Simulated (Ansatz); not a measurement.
K2GaAgF6: zone-centre modes

Theory: DFT PBEsol, scalar-relativistic, plane waves, PAW in Ansatz 0.2.0. Settings: plane waves to 420 eV, k-mesh 6×6×6 (Γ-centred), Gaussian smearing 0.05 eV. No spin polarisation.

Reference structure (relaxed at this level; it needn't be the usual structure):

```
K Ga Ag F
1.0
     0.00000    4.25788    4.25788
     4.25788    0.00000    4.25788
     4.25788    4.25788    0.00000
K Ga Ag F
2 1 1 6
Cartesian
  2.1289 2.1289 2.1289
  6.3868 6.3868 6.3868
  0.0000 0.0000 0.0000
  4.2579 4.2579 4.2579
  4.2579 4.2579 1.8997
  6.6161 4.2579 4.2579
  4.2579 4.2579 6.6161
  4.2579 1.8997 4.2579
  4.2579 6.6161 4.2579
  1.8997 4.2579 4.2579
```

Harmonic modes by finite displacements of 0.02 Å, without the LO–TO term.

Question: At this geometry, is the structure stable against these modes?

Answer: No: 3 modes are unstable, the strongest at 83i cm⁻¹.

Question: List the wavenumbers in cm⁻¹.

Answer: 83i, 83i, 83i, 0, 0, 0, 58, 58, 58, 75, 75, 75, 114, 114, 114, 127, 127, 127, 237, 237, 237, 261, 261, 261, 348, 348, 477, 477, 477, 537.

Cost: 1 run of about 1.4 core-minutes, on Intel Xeon 6975P-C (Granite Rapids) (shared hosts).